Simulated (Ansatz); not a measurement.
HfO$_{2}$:
```cif
data_Hf4O8
_chemical_formula_sum 'Hf4 O8'
_space_group_name_H-M_alt 'P21/c'
_space_group_IT_number 14
_space_group_name_Hall '-P 2ybc'
_cell_length_a 5.09648
_cell_length_b 5.17804
_cell_length_c 5.27091
_cell_angle_alpha 90.000
_cell_angle_beta 99.618
_cell_angle_gamma 90.000
loop_
_space_group_symop_operation_xyz
  'x, y, z'
  '-x, -y, -z'
  '-x, y+1/2, -z+1/2'
  'x, -y+1/2, z+1/2'
loop_
_atom_site_label
_atom_site_type_symbol
_atom_site_symmetry_multiplicity
_atom_site_Wyckoff_symbol
_atom_site_fract_x
_atom_site_fract_y
_atom_site_fract_z
_atom_site_occupancy
Hf1 Hf 4 e 0.27715 0.04296 0.20818 1
O1 O 4 e 0.55286 0.25819 0.01998 1
O2 O 4 e 0.07128 0.33744 0.34077 1
```

Relaxed with PBEsol.

Which orbitals make up the states near the band edges in PBEsol in the plane-wave PAW code Ansatz?

Top 1 eV of the valence band: O 2p 93 %. Bottom 1 eV of the conduction band: Hf 5d 82 %, O 2p 12 %. Projections are on Löwdin-orthogonalised atomic valence shells; empty p or d shells of many metals are not among them.

Tabulate the density of states.

States/eV per cell of 12 atoms, in 0.25 eV bins, energy from the valence-band maximum.

| E (eV) | total | O 2p | Hf 5d | O 2s |
|---|---|---|---|---|
| -7.85 | 0.00 | 0.00 | 0.00 | 0.00 |
| -7.60 | 0.00 | 0.00 | 0.00 | 0.00 |
| -7.35 | 0.00 | 0.00 | 0.00 | 0.00 |
| -7.10 | 0.00 | 0.00 | 0.00 | 0.00 |
| -6.85 | 0.00 | 0.00 | 0.00 | 0.00 |
| -6.60 | 0.00 | 0.00 | 0.00 | 0.00 |
| -6.35 | 0.00 | 0.00 | 0.00 | 0.00 |
| -6.10 | 0.00 | 0.00 | 0.00 | 0.00 |
| -5.85 | 0.00 | 0.00 | 0.00 | 0.00 |
| -5.60 | 0.44 | 0.29 | 0.10 | 0.00 |
| -5.35 | 2.59 | 1.72 | 0.62 | 0.02 |
| -5.10 | 5.07 | 3.45 | 1.13 | 0.05 |
| -4.85 | 6.58 | 4.52 | 1.49 | 0.08 |
| -4.60 | 10.00 | 6.88 | 2.60 | 0.08 |
| -4.35 | 11.54 | 7.99 | 3.02 | 0.09 |
| -4.10 | 11.21 | 7.93 | 2.73 | 0.09 |
| -3.85 | 7.41 | 5.38 | 1.64 | 0.06 |
| -3.60 | 8.75 | 6.54 | 1.70 | 0.10 |
| -3.35 | 7.97 | 6.11 | 1.33 | 0.12 |
| -3.10 | 6.97 | 5.43 | 1.09 | 0.11 |
| -2.85 | 8.70 | 6.89 | 1.30 | 0.12 |
| -2.60 | 7.69 | 6.19 | 1.06 | 0.10 |
| -2.35 | 9.42 | 7.66 | 1.25 | 0.11 |
| -2.10 | 10.75 | 8.86 | 1.35 | 0.12 |
| -1.85 | 10.36 | 8.73 | 1.13 | 0.10 |
| -1.60 | 12.75 | 11.01 | 1.21 | 0.09 |
| -1.35 | 11.27 | 9.94 | 0.90 | 0.06 |
| -1.10 | 13.08 | 11.80 | 0.82 | 0.05 |
| -0.85 | 12.55 | 11.51 | 0.63 | 0.04 |
| -0.60 | 10.33 | 9.59 | 0.44 | 0.03 |
| -0.35 | 4.81 | 4.55 | 0.14 | 0.01 |
| -0.10 | 1.78 | 1.72 | 0.03 | 0.00 |
| 0.15 | 0.00 | 0.00 | 0.00 | 0.00 |
| 0.40 | 0.00 | 0.00 | 0.00 | 0.00 |
| 0.65 | 0.00 | 0.00 | 0.00 | 0.00 |
| 0.90 | 0.00 | 0.00 | 0.00 | 0.00 |
| 1.15 | 0.00 | 0.00 | 0.00 | 0.00 |
| 1.40 | 0.00 | 0.00 | 0.00 | 0.00 |
| 1.65 | 0.00 | 0.00 | 0.00 | 0.00 |
| 1.90 | 0.00 | 0.00 | 0.00 | 0.00 |
| 2.15 | 0.00 | 0.00 | 0.00 | 0.00 |
| 2.40 | 0.00 | 0.00 | 0.00 | 0.00 |
| 2.65 | 0.00 | 0.00 | 0.00 | 0.00 |
| 2.90 | 0.00 | 0.00 | 0.00 | 0.00 |
| 3.15 | 0.00 | 0.00 | 0.00 | 0.00 |
| 3.40 | 0.00 | 0.00 | 0.00 | 0.00 |
| 3.65 | 0.00 | 0.00 | 0.00 | 0.00 |
| 3.90 | 0.03 | 0.00 | 0.02 | 0.00 |
| 4.15 | 1.14 | 0.14 | 0.95 | 0.00 |
| 4.40 | 3.03 | 0.36 | 2.52 | 0.02 |
| 4.65 | 6.11 | 0.75 | 5.01 | 0.06 |
| 4.90 | 5.48 | 0.72 | 4.41 | 0.08 |
| 5.15 | 7.37 | 0.76 | 6.17 | 0.09 |
| 5.40 | 8.15 | 0.92 | 6.71 | 0.11 |
| 5.65 | 5.99 | 0.77 | 4.83 | 0.10 |
| 5.90 | 8.39 | 1.25 | 6.54 | 0.16 |
| 6.15 | 6.67 | 0.80 | 5.32 | 0.19 |
| 6.40 | 9.30 | 1.19 | 7.07 | 0.41 |
| 6.65 | 6.96 | 0.83 | 5.20 | 0.43 |
| 6.90 | 8.84 | 1.07 | 6.34 | 0.66 |
| 7.15 | 4.36 | 0.58 | 2.95 | 0.35 |
| 7.40 | 5.90 | 0.91 | 3.63 | 0.47 |
| 7.65 | 6.05 | 0.89 | 3.89 | 0.53 |
| 7.90 | 5.75 | 0.87 | 3.70 | 0.50 |
| 8.15 | 9.36 | 1.18 | 6.32 | 1.01 |
| 8.40 | 6.39 | 0.94 | 4.16 | 0.62 |
| 8.65 | 5.54 | 0.88 | 3.38 | 0.49 |

Space group P2_1/c. The PBEsol relaxation kept the symmetry of its start. No spin polarisation was allowed. Spin–orbit coupling is left out wherever it is not named.

Potentials: the earlier of the program's two PAW sets. The files were generated under PBE; for other functionals the program regenerates the frozen cores, and for LDA and PBEsol the local potential too.
